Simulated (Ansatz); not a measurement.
# Relaxing Zn7S8

Theory: DFT r2SCAN, scalar-relativistic, plane waves, PAW (Ansatz). (500 eV cutoff, 2×2×2 k-mesh, Gaussian smearing of 0.02 eV, no spin polarisation)

What was changed: Zn after trading places with the vacancy, charge -2, atoms relaxed.

In a supercell of 15 atoms the defect feels its periodic images.

Spin polarisation was left out.

Command:

```bash
ansatz run input.yaml --threads 8 --pin off --max-ram 20480MiB --backend cpu --events-out ev --progress --plain --runs-dir out
```

Input:

```yaml
crystal:
  lattice:
    - [0.0, 5.3884039933, -5.3884039933]
    - [5.3884039933, 5.3884039933, 0.0]
    - [5.3884039933, 0.0, -5.3884039933]
  atoms:
    - { symbol: Zn, position: [0.0, -0.5, 0.5] }
    - { symbol: Zn, position: [0.5, 0.0, 0.5] }
    - { symbol: Zn, position: [0.5, 0.5, 0.5] }
    - { symbol: Zn, position: [0.0, 0.0, 1.0] }
    - { symbol: Zn, position: [0.0, 0.5, 1.0] }
    - { symbol: Zn, position: [0.5, 0.0, 1.0] }
    - { symbol: Zn, position: [0.5, 0.5, 1.0] }
    - { symbol: S, position: [0.125, 0.125, 0.125] }
    - { symbol: S, position: [0.125, 0.625, 0.125] }
    - { symbol: S, position: [0.625, 0.125, 0.125] }
    - { symbol: S, position: [0.625, 0.625, 0.125] }
    - { symbol: S, position: [0.125, 0.125, 0.625] }
    - { symbol: S, position: [0.125, 0.625, 0.625] }
    - { symbol: S, position: [0.625, 0.125, 0.625] }
    - { symbol: S, position: [0.625, 0.625, 0.625] }
total_charge: -2
basis:
  ecutwfc: 500
  xc_grid: 3
kpoints:
  mp_grid: { grid: [2, 2, 2], shift: [0.0, 0.0, 0.0] }
hamiltonian:
  xc: r2scan
scf:
  occupations: { method: gaussian, width: 0.02 }
output:
  forces: true
  stress: false
  eigenvalues: true
relax:
  adjacent_minimum: "off"
  f_tol: 0.02
  max_steps: 60
```

F is the free energy.

Steps:

```csv
step,F − F(1) (eV),largest force component (eV/Å)
1,0.0000,1.034
2,-0.3345,0.514
3,-0.4004,0.191
4,-0.4236,0.003
5,-0.4236,0.003
```

Relaxed structure:

```
CELL_PARAMETERS angstrom
0.00000 5.38840 -5.38840
5.38840 5.38840 0.00000
5.38840 0.00000 -5.38840
ATOMIC_POSITIONS crystal
Zn 0.01170 0.48830 0.51170
Zn 0.48830 0.01170 0.51170
Zn 0.48830 0.48830 0.51170
Zn 0.01170 0.01170 0.98830
Zn 0.01170 0.48830 0.98830
Zn 0.48830 0.01170 0.98830
Zn 0.50000 0.50000 0.00000
S 0.12104 0.12104 0.13688
S 0.12301 0.62566 0.12566
S 0.62566 0.12301 0.12566
S 0.62566 0.62566 0.12566
S 0.12104 0.12104 0.62104
S 0.12104 0.63688 0.62104
S 0.63688 0.12104 0.62104
S 0.62566 0.62566 0.62301
```

The structure is cubic, space group F-43m (No. 216). Conventional cell: a = 10.777 Å, b = 10.777 Å, c = 10.777 Å, α = 90.00°, β = 90.00°, γ = 90.00°. Around Zn (site symmetry 2mm) lie 4 S at 2.29 to 2.40 Å. Zn (site symmetry -43m) is surrounded by 4 S at 2.35 Å. S (site symmetry 3m) is surrounded by 3 Zn at 2.29 Å. S (site symmetry 3m) has 4 Zn at 2.35 to 2.40 Å as nearest neighbours.

The run converged. Time: 56 s on 8 threads of Intel(R) Xeon(R) Processor @ 2.10GHz (Emerald Rapids), on a shared host, peak memory 1.2 GiB.